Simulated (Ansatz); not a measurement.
Ga$_{2}$O$_{3}$ in space group R-3m (No. 166; Ga on 6c, O on 3a, O on 6c), the program Ansatz at the r²SCAN+D4 level (PAW), all energies at zero smearing, with the estimated change up to a 700 eV cutoff added, with one set of potentials and settings (totals compare only within such a set). Cell of 5 atoms (2 Ga, 3 O): -9288.579 eV.

```tsv
element	reference phase	E (eV/atom)
Ga	Cmce, 4 atoms in the cell	-3790.4296
O	C2/m, 4 atoms in the cell, spin-polarised	-566.0614
```

Formation energy per atom, worked out: (-9288.579 − 2×(-3790.4296) − 3×(-566.0614))/5 = -1.907 eV/atom (-184 kJ per mol of atoms), at 0 K, without zero-point energy or fitted corrections.

The cell is a constructed one: a structure type filled with these elements; neither database checked (COD, Materials Project) lists it. It is not the phase usual at ambient conditions (space group No. 12, 167). The cell was relaxed with r²SCAN+D4 under the symmetry of its start. At this level the phase is mechanically unstable. The references are the lowest solids computed at this level, not always the standard phases (solids in place of the gases).

Potentials: the earlier of the program's two PAW sets.
